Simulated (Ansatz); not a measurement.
In the program Ansatz at the r²SCAN+D4 level (PAW), BP in the orthorhombic phase (Pnma; B on 4c, P on 4c) relaxes to a = 6.234 Å, b = 3.217 Å, c = 5.363 Å. Against the elements it lies at -0.19 eV/atom, with no fitted shifts.

It is gapped at this level: 0.80 eV (indirect). HSE06 on the same cell gives 1.42 eV. The hole mass is 0.19, 0.49, 0.83 mₑ (principal values).

The bulk modulus is 132 GPa. The elastic constants imply a Debye temperature near 812 K. Bader charges are B +0.67, P -0.67 e.

The start of the workflow was typed in or built on a structure type; neither database checked (COD, Materials Project) lists it. It is not the phase usual at ambient conditions (space group No. 216). The r²SCAN+D4 relaxation kept the symmetry of its start; whether a distortion lowers the energy is not shown. The volume moved by 25 % from the start of the relaxation. The references are the lowest solids computed at this level, not always the standard phases.

Potentials: the earlier of the program's two PAW sets.
